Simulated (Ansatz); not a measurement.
Ansatz input

```yaml
crystal:
  lattice:
    - [-1.3599161768, 1.6549698646, 1.21298021]
    - [1.6549698646, -1.3599161768, 1.21298021]
    - [2.7649210273, 2.7649210273, -0.6725888405]
  atoms:
    - { symbol: Co, position: [0.0416562953, 0.9583437047, 1.0], spin: 1.557 }
    - { symbol: Co, position: [0.7083437047, 0.2916562953, 0.5], spin: 1.557 }
hamiltonian:
  xc: lda
  pseudopotentials:
    kind: paw
    azcp:
      Co: "pseudopotentials/Co.paw.azcp"
basis:
  ecutwfc: 420
  fft_grid_basis: typed
kpoints:
  mp_grid: { grid: [17, 17, 9], shift: [0, 0, 0] }
magnetization:
  spin_polarized: true
scf:
  occupations: { method: fermi_dirac, width: 0.05 }
  lower_state_search: "off"
output:
  stress: true
  write_density: true
  write_potential: true
  elf: true
  volumetric_format: npy
```

Output

```
Warning: 4 symmetry operations that the atoms keep within the bar at which the run's group was sought (crystal.symmetry.tolerance 1.0e-5, or twice it) were not taken beside the 4 unitary ones that the detection took (of a slab, those that keep its plane). If the more symmetric cell is meant, write the vectors of crystal.lattice to more decimals, or, with the positions in fractional coordinates, give it by lengths and angles (which lays the cell in the standard orientation, to which the deck's other Cartesian keys then refer), with the lengths that are meant to be equal typed equal, the angles likewise, and each angle that the symmetry fixes typed at its exact value (of a frozen-density pass: in the run whose state it reads). The detection then takes those 4 too, where the atoms keep them as a group. The lattice (crystal.lattice as typed, or as saved on a frozen-density pass laid at its state's geometry) misses each of them by more than the tolerance, the farthest off changing a squared length by the fraction 1.5e-5. The run does not impose them: its cell is that one, or, where this deck is also told that its lattice was moved onto its group, that cell laid onto the operations that were taken. If the cell is strained on purpose, what lies past the tolerance is rightly left out.
Warning: the record states the generating functional pbe (its physics header spells it `PBE`), which answers neither for hamiltonian.xc's functional nor for the lda family's — results may be inconsistent (PPs are generated against a specific XC)
Engine: ansatz 0.2.0, aarch64-unknown-linux-gnu
Pseudopotentials: kind: paw
Pseudopotential: Co, paw, valence charge 17, recommended cutoff 420 eV (normal) 
Functional definition: SPW92
  exchange = slater_x
  correlation = pw_c
Crystal: 2 atoms, lattice volume = 20.821 Å³
Basis set: ecut = 420 eV, 391 PW (Γ)
Bands: 23, of which v1, the nominal top of the filled ones, is band 17 counted from 1 (16 counted from 0)
Symmetry: 4 space group operations
Space group: C2/c (ITA 15), of the structure as read, at distance tolerance 2.8e-5 Å
Magnetic group: BNS 15.85 (UNI 92), of the structure as read, at distance tolerance 2.8e-5 Å
k-points: 693 of 2601
Non-local potential: Co, projectors of the file, l = 0: 3, l = 1: 2, l = 2: 3, l = 3: 1
PAW form: soft (Blöchl's): semilocal exchange-correlation on the pseudo side does not see the compensation charge
PAW frozen core: Co, regenerated for the run's functional, and the local potential with it (the file was generated under x = pbe(κ = 0.804, μ = 0.2195149727645171), c = pbe(β = 0.06672455060314922))
PAW one-centre angular grid: Co, 590 points (default); XC on 64 Gauss nodes
Initial density: superposition of atomic densities (chi_scale 0.1, normalization cell)
Starting moments: Σ|m| = 3.114 μB on 2 of 2 sites
Initial wavefunctions: pseudopotential atomic-orbital guess
Functional: x = slater, c = lda
iter 1 solved again at ethr=1.76e-3 eV; its pass at ethr=3.10e-3 eV (dr2=5.97e-1 eV) is discarded
SCF iter   1: F=—  HF=-10125.539383 eV  |F-HF|=—  |Δ(HF+E_count)|=         —  Δρ=6.95e-2 (↑1.55e-2 ↓6.95e-2)  dr2=5.98e-1  dr2_m=2.10e-1  M=2.929 μB ∫|m|=2.989 μB  β_m=1.00  ethr=1.76e-3  ⟨swp⟩=1.0  Hψ=162509  notcnv=0
SCF iter   2: F=—  HF=-10125.427852 eV  |F-HF|=—  |Δ(HF+E_count)|=   1.12e-1  Δρ=2.21e-2 (↑3.95e-3 ↓2.21e-2)  dr2=6.62e-2  dr2_m=2.11e-2  M=2.957 μB ∫|m|=3.102 μB  β_m=1.00  ethr=1.76e-3  ⟨swp⟩=2.0  Hψ=45501  notcnv=0
SCF iter   3: F=—  HF=-10125.428711 eV  |F-HF|=—  |Δ(HF+E_count)|=   8.60e-4  Δρ=6.72e-3 (↑3.28e-3 ↓6.72e-3)  dr2=5.71e-3  dr2_m=3.46e-3  M=2.987 μB ∫|m|=3.152 μB  β_m=1.00  ethr=1.95e-4  ⟨swp⟩=2.0  Hψ=45335  notcnv=0  defer=184
SCF iter   4: F=—  HF=-10125.458761 eV  |F-HF|=—  |Δ(HF+E_count)|=   3.00e-2  Δρ=4.55e-3 (↑4.55e-3 ↓8.74e-4)  dr2=1.96e-3  dr2_m=9.96e-4  M=3.008 μB ∫|m|=3.182 μB  β_m=1.00  ethr=1.68e-5  ⟨swp⟩=2.0  Hψ=63065  notcnv=0  defer=188
SCF iter   5: F=—  HF=-10125.483199 eV  |F-HF|=—  |Δ(HF+E_count)|=   2.44e-2  Δρ=3.56e-3 (↑3.56e-3 ↓7.07e-4)  dr2=1.01e-3  dr2_m=7.79e-4  M=3.026 μB ∫|m|=3.206 μB  β_m=1.00  ethr=5.76e-6  ⟨swp⟩=2.0  Hψ=46313  notcnv=0  defer=188
SCF iter   6: F=—  HF=-10125.496772 eV  |F-HF|=—  |Δ(HF+E_count)|=   1.36e-2  Δρ=2.42e-3 (↑2.42e-3 ↓8.04e-4)  dr2=3.43e-4  dr2_m=4.80e-4  M=3.041 μB ∫|m|=3.226 μB  β_m=1.00  ethr=2.97e-6  ⟨swp⟩=2.0  Hψ=44450  notcnv=0  defer=188
SCF iter   7: F=—  HF=-10125.504606 eV  |F-HF|=—  |Δ(HF+E_count)|=   7.83e-3  Δρ=1.58e-3 (↑1.58e-3 ↓9.05e-4)  dr2=6.55e-5  dr2_m=2.93e-4  M=3.053 μB ∫|m|=3.241 μB  β_m=0.30  ethr=1.01e-6  ⟨swp⟩=2.1  Hψ=49734  notcnv=0  defer=188
Mixer restart at iter 7: flushing history
spin-set hold released at iteration 7 (site moments contracting): the magnetisation degrees of freedom join the quasi-Newton model from the next iteration; the mixer history was flushed
SCF iter   8: F=—  HF=-10125.509961 eV  |F-HF|=—  |Δ(HF+E_count)|=   5.35e-3  Δρ=1.85e-3 (↑1.85e-3 ↓1.63e-3)  dr2=7.63e-6  dr2_m=5.77e-4  M=3.062 μB ∫|m|=3.252 μB  β_m=0.62  ethr=1.93e-7  ⟨swp⟩=2.0  Hψ=53079  notcnv=0  defer=188
SCF iter   9: F=—  HF=-10125.516003 eV  |F-HF|=—  |Δ(HF+E_count)|=   6.04e-3  Δρ=2.68e-3 (↑2.68e-3 ↓6.62e-4)  dr2=4.72e-4  dr2_m=5.17e-4  M=3.091 μB ∫|m|=3.291 μB  β_m=0.78  ethr=2.24e-8  ⟨swp⟩=3.1  Hψ=74548  notcnv=0  defer=188
SCF iter  10: F=—  HF=-10125.516566 eV  |F-HF|=—  |Δ(HF+E_count)|=   5.63e-4  Δρ=3.04e-3 (↑1.95e-3 ↓3.04e-3)  dr2=2.71e-3  dr2_m=6.08e-5  M=3.096 μB ∫|m|=3.299 μB  β_m=0.59  ethr=2.24e-8  ⟨swp⟩=3.0  Hψ=86624  notcnv=0  defer=188  recentre
SCF iter  11: F=—  HF=-10125.515971 eV  |F-HF|=—  |Δ(HF+E_count)|=   5.95e-4  Δρ=5.35e-4 (↑5.35e-4 ↓1.49e-4)  dr2=1.68e-5  dr2_m=2.19e-5  M=3.096 μB ∫|m|=3.299 μB  β_m=0.80  ethr=2.24e-8  ⟨swp⟩=3.1  Hψ=74711  notcnv=0  defer=188
SCF iter  12: F=—  HF=-10125.515971 eV  |F-HF|=—  |Δ(HF+E_count)|=   7.11e-7  Δρ=4.27e-5 (↑4.27e-5 ↓1.39e-5)  dr2=9.36e-8  dr2_m=1.50e-7  M=3.097 μB ∫|m|=3.301 μB  β_m=0.90  ethr=2.94e-10  ⟨swp⟩=7.7  Hψ=224389  notcnv=0
SCF iter  13: F=-10125.515971 eV  HF=-10125.515971 eV  |F-HF|=2.96e-10  |Δ(HF+E_count)|=   5.21e-9  Δρ=2.53e-6 (↑1.83e-6 ↓2.53e-6)  dr2=4.20e-10  dr2_m=5.56e-10  M=3.097 μB ∫|m|=3.301 μB  ethr=2.75e-10  ⟨swp⟩=7.4  Hψ=176432  notcnv=0
SCF 1 converged in 13 iterations: F = -10125.515971 eV  dr2 = 4.20e-10
SCF converged after 13 iterations
Magnetization: 3.0975 μB (18.5487 up, 15.4513 down)
Absolute magnetization: 3.3022 μB (∫|ρ↑−ρ↓|, with the PAW one-centre terms)
Spin contamination: 0.0337 ħ² per cell (⟨S²⟩ above its minimum at these occupations)
Per-site moments (μB) at R_I (Å): [(1.5962352947000933, 1.0066296584650816), (1.5962352947000926, 1.0066296584650816)]
Free energy (F): -10125.515971 eV
Harris-Foulkes:  -10125.515971 eV  (|F-HF|=2.96e-10)
Internal energy: -10125.501323 eV  (E = F + TS)
E sigma→0 (E₀):  -10125.508647 eV
Entropy (-TS):   -0.014648 eV (-7.324 meV/atom)
Fermi energy:    19.159981 eV
--- Per-component energies (eV) ---
  E_band       = -463.941739
  E_kinetic    = 910.153491
  E_local      = -5555.284757  (includes V_loc(G=0)·N_el)
  E_nonlocal   = 918.345658
  E_hartree    = 2325.503039
  E_xc         = -316.055801
  E_vxc        = -410.317879  (∫ρ·V_xc dr)
  E_paw        = -2904.693382  (= ΣΔE_a)
  E_vpaw       = -977.843967  (= ΣTr[D̂ρ^β])
  E_aug_tail   = 0.000063  (compensation charges beyond the density's cutoff)
  E_ewald      = -5504.306135
  E_core_change = 0.836501  (= ΣΔE_core)
  E_smearing   = -0.014648  (= −TS)
  E_closure    = 0.000000  (closes the sum)
  Σ components = -10125.515971   (vs F -10125.515971, Δ=0.00e0)
--- Stress (GPa, compression-positive) ---
       -9.582352       0.168429      -0.040067
        0.168429      -9.582352      -0.040067
       -0.040067      -0.040067      -9.738441
  P = ⅓ Tr σ = -9.6344 GPa (-96.344 kbar)
--- Band table (eV; the first three rows and the last of 1386) ---
  k-point 0 ↑: bands = ["-76.0058", "-75.9338", "-39.8353", "-39.5011", "-39.5011", "-39.4434", "-39.4433", "-39.4378", "9.8918", "13.8293", "16.5986", "16.6071", "16.6074", "16.9548", "16.9549", "17.3283", "17.3286", "18.5473", "18.5476", "19.0098", "25.9356", "41.2592", "43.9181"]
  k-point 1 ↑: bands = ["-76.0037", "-75.9360", "-39.8236", "-39.4994", "-39.4993", "-39.4500", "-39.4451", "-39.4451", "10.0215", "13.8032", "16.5623", "16.5685", "16.5688", "16.9165", "16.9167", "17.4160", "17.4163", "18.5213", "18.5410", "18.5412", "26.6734", "41.2086", "43.8667"]
  k-point 2 ↑: bands = ["-75.9974", "-75.9422", "-39.7896", "-39.4943", "-39.4943", "-39.4850", "-39.4501", "-39.4501", "10.4032", "13.6770", "16.4634", "16.5040", "16.5043", "16.8172", "16.8173", "17.5332", "17.6215", "17.6218", "18.5108", "18.5110", "28.4509", "40.7961", "42.0223"]
  k-point 692 ↓: bands = ["-74.0425", "-74.0381", "-38.0040", "-37.9898", "-37.7228", "-37.7213", "-37.7039", "-37.7006", "14.8807", "15.0649", "16.5416", "16.6926", "18.8311", "19.0606", "19.2664", "19.7612", "20.4592", "20.4874", "21.0217", "21.8989", "27.7691", "28.0441", "37.4929"]
```

Command:

```sh
ansatz run input.yaml --threads 2 --pin off --max-ram 5120MiB --backend cpu --events-out ev --progress --plain --runs-dir out
```

On 2 threads of Arm Neoverse V1 (shared host) this took about 47 s of wall time and 90 s of CPU time, with 0.67 GiB at the peak.
